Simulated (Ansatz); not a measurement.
Ga2PN in space group P3m1 (No. 156; Ga on 1a, Ga on 1c, P on 1a, N on 1c), r²SCAN (plane waves, PAW; program Ansatz), all energies at zero smearing, with the estimated change up to a 700 eV cutoff added, with one set of potentials and settings (totals compare only within such a set). Cell of 4 atoms (2 Ga, 1 P, 1 N): -8725.670 eV.

| element | reference phase | E (eV/atom) |
|---|---|---|
| Ga | Cmce, 4 atoms in the cell | -3790.2689 |
| P | Cmce, 4 atoms in the cell | -759.1646 |
| N | Pa-3, 8 atoms in the cell | -384.8315 |

Formation energy per atom, worked out: (-8725.670 − 2×(-3790.2689) − 1×(-759.1646) − 1×(-384.8315))/4 = -0.284 eV/atom (-27 kJ per mol of atoms), at 0 K, without zero-point energy or fitted corrections.

The start of the workflow was typed in or built on a structure type; neither database checked (COD, Materials Project) lists it. Whether it is the stable phase at ambient conditions was not checked. Symmetry was held in the r²SCAN relaxation; whether a distortion lowers the energy is not shown. The references are the lowest solids computed at this level, not always the standard phases (solids in place of the gases).

Potentials: the later of the program's two PAW sets.
